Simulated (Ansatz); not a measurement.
# Phonon-limited resistivity of ZnIr (computed with Ansatz 0.2.0)

Space group P-6m2 (No. 187), 2 atoms in the cell of the first input below: a = 2.755 Å, b = 2.755 Å, c = 4.158 Å, α = 90.00°, β = 90.00°, γ = 120.00°.

The structure comes from the Materials Project database of computed cells (whether it is a measured phase wasn't checked), relaxed without spin–orbit coupling to zero pressure (pressure 0.0 GPa with this functional, without spin–orbit coupling). Functional: PBEsol.

Input:

```yaml
crystal:
  lattice:
    - [2.7553128351, 0.0, 0.0]
    - [-1.3776564175, 2.3861709105, 0.0]
    - [0.0, 0.0, 4.1580133703]
  atoms:
    - { symbol: Ir, position: [0.0, 0.0, 0.0] }
    - { symbol: Zn, position: [0.6666666667, 0.3333333333, 0.5] }
basis:
  ecutwfc: 420
  ecutrho_ratio: 4
kpoints:
  mp_grid: { grid: [14, 14, 8] }
hamiltonian:
  xc: pbesol
scf:
  occupations: { method: methfessel_paxton, width: 0.2 }
output: {}
phonons:
  supercell: [2, 2, 2]
  qpath:
    path:
      - [[0.0, 0.0, 0.0], [0.5, 0.0, 0.0], [0.33333333, 0.33333333, 0.0], [0.0, 0.0, 0.0], [0.0, 0.0, 0.5], [0.5, 0.0, 0.5], [0.33333333, 0.33333333, 0.5], [0.0, 0.0, 0.5]]
      - [[0.5, 0.0, 0.5], [0.5, 0.0, 0.0]]
      - [[0.33333333, 0.33333333, 0.5], [0.33333333, 0.33333333, 0.0]]
    npoints: 6
  electrical_resistivity: { mesh: [28, 28, 16], temperatures: [50, 100, 200, 300, 500] }
  superconductivity: { mesh: [28, 28, 16], eliashberg_equations: false }
```

```bash
ansatz run input.yaml --threads 8 --pin off --max-ram 15360MiB --backend cpu --events-out ev --progress --plain --runs-dir out
```

Time: 4.5 min on 8 threads of Intel(R) Xeon(R) Processor @ 2.50GHz (Skylake/Cascade Lake) (shared host), peak memory 3.6 GiB.

λ_tr,xx from the finest mesh down: 0.641, 0.506, 0.596. The next coarser mesh moves the resistivity at 300 K by 14 % along the axis that moves most.

The run gives λ_tr,xx = 0.641 and a Drude plasma energy ħω_p,xx = 6.29 eV.

Question: Estimate the resistivity along x at 300 K from the high-temperature formula.

Answer: ħ/τ = 2π λ_tr k_B T = 0.1041 eV and ρ = 1/(ε0 ω_p² τ) = 19.56 μΩ cm. The Boltzmann solution gives 17.82 μΩ cm, so the estimate is 10 % high, which is less than the mesh moves the solution along x.

| T (K) | ρ_xx (μΩ cm) | ρ_zz (μΩ cm) | formula, xx | R_H, field along x (10⁻¹¹ m³/C) | R_H, field along z (10⁻¹¹ m³/C) |
| --- | --- | --- | --- | --- | --- |
| 50 | 1.11 | 0.47 | 3.26 | -17.4 | -3.8* |
| 100 | 4.77 | 1.74 | 6.52 | -19.2 | 4.86* |
| 200 | 11.54 | 4.07 | 13.04 | -19.5 | 6.14* |
| 300 | 17.82 | 6.25 | 19.56 | -19.4 | 5.79* |
| 500 | 29.79 | 10.37 | 32.60 | -18.9 | 4.78* |

A star marks Hall coefficients that aren't converged: the next coarser mesh moves them by over a fifth (field along z at 300 K: 5.79 against 2.01). The sign of R_H depends on the direction of the field, so it shows no single kind of carrier. At 300 K the next coarser mesh moves R_H by up to 65 %.

At 50 K the solution is 0.34 times the linear formula, and at 500 K 0.91 times. The formula is meant for temperatures above the phonon energies and for bands that vary little within k_B T.

Caveats: no spin-orbit coupling, which matters for these elements; not converged in the fine mesh; small supercell, couplings not converged in it.
